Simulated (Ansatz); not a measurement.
## LiAlSiH2O5: 2H nuclear quadrupole resonance

Cell: a Materials Project structure (computed, not necessarily an observed phase), taken as it stands.

```cif
data_LiAlSiH2O5
_symmetry_space_group_name_H-M 'Pna2_1'
_symmetry_Int_Tables_number 33
_cell_length_a 10.6157
_cell_length_b 7.9991
_cell_length_c 5.1203
_cell_angle_alpha 90.000
_cell_angle_beta 90.000
_cell_angle_gamma 90.000
loop_
_atom_site_label
_atom_site_type_symbol
_atom_site_symmetry_multiplicity
_atom_site_Wyckoff_symbol
_atom_site_fract_x
_atom_site_fract_y
_atom_site_fract_z
Li Li 4 a 0.3145 0.1576 0.7648
Al Al 4 a 0.3390 0.5667 0.7613
Si Si 4 a 0.1318 0.8534 0.7617
H13 H 4 a 0.9467 0.6105 0.8618
H17 H 4 a 0.9659 0.5395 0.3454
O21 O 4 a 0.4808 0.6773 0.8111
O25 O 4 a 0.2105 0.6903 0.8712
O29 O 4 a 0.3226 0.5196 0.4256
O33 O 4 a 0.3351 0.3799 0.9499
O37 O 4 a 0.9468 0.4874 0.8872
```

One atom of each set is listed.

Method: Kohn–Sham DFT in Ansatz, PBE, plane waves and PAW, scalar-relativistic, 420 eV cutoff, Γ-centred 2×3×5 k-points, Fermi–Dirac smearing 0.02 eV.

2H: I = 1, Q = 2.858 mb (year-2017 value). Static lattice, zero field.

**Question.** Predict the zero-field 2H lines of each site.

**Answer.** For I = 1 the lines are ν± = (3/4)|C_Q|(1 ± η/3) and ν₀ = |C_Q|η/2.

```csv
site,atoms,V_zz (10²¹ V/m²),C_Q (MHz),η,line frequencies (MHz)
H13,4,3.14,0.217,0.15,"0.0162, 0.154, 0.171"
H17,4,4.09,0.283,0.12,"0.0164, 0.204, 0.220"
```

At H13 and H17 V_zz points along its bond to O (within 3°) in each case.

The lattice is static: at room temperature water may turn and average the couplings of its hydrogen.
